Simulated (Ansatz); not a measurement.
# Structure types of Nb compared at 720 GPa

Structure types of Nb are relaxed in primitive cells with their symmetry kept at 720 GPa, first on PAW files, then by LAPW. The enthalpy is E + pV at zero temperature, without zero-point motion. Only the types listed were tried, and differences under about 5 meV/atom are mesh noise.

All numbers are LDA results (scalar-relativistic) from Ansatz 0.2.0, with Fermi–Dirac smearing of 0.05 eV, no spin polarisation. Methods: LAPW: all electrons, basis error target 0.5 meV/atom; PAW: frozen-core files, cutoff 420 eV.

k meshes: fcc 21×21×21, bcc 22×22×22, hcp 20×20×11, beta tin 21×21×21, simple hexagonal 21×21×19, diamond 16×16×16.

The PAW files were made under PBE.

Order the types by LAPW enthalpy, lowest first.
A. simple hexagonal
B. bcc
C. hcp
D. fcc
E. diamond
F. beta tin

B (0 meV/atom), D (497 meV/atom), C (550 meV/atom), F (2116 meV/atom), A (2247 meV/atom), E (11362 meV/atom).

```
      start type                   ends as          a, b, c (Å)  V (Å³/atom)  H − H(lowest), LAPW (meV/atom)  same, PAW
             fcc                fcc, Fm-3m  3.110, 3.110, 3.110         7.52                           496.8      488.6
             bcc                bcc, Im-3m  2.477, 2.477, 2.477         7.60                             0.0        0.0
             hcp             hcp, P6_3/mmc  2.227, 2.227, 3.504         7.52                           549.5      542.5
        beta tin        beta tin, I4_1/amd  3.870, 3.870, 2.106         7.88                          2116.0     2112.4
simple hexagonal  simple hexagonal, P6/mmm  2.125, 2.125, 2.003         7.83                          2246.6     2243.5
         diamond            diamond, Fd-3m  4.169, 4.169, 4.169         9.06                         11361.7    11325.6
```

Split the lead of bcc over fcc into energy and pV.

For fcc less bcc: ΔE = +822.8 meV/atom, and p·ΔV = 720 GPa × -0.0726 Å³ × 6.242 meV/(GPa·Å³) = -326.1 meV/atom, together 496.7 meV/atom. bcc wins by its internal energy, though it is the less dense.

Would fcc gain on bcc at higher pressure?

Yes: dH/dp = V, and its volume is smaller by 0.07 Å³/atom. Held constant, that would close the gap after about 1100 GPa more, a rough figure, since the volume difference changes with pressure.
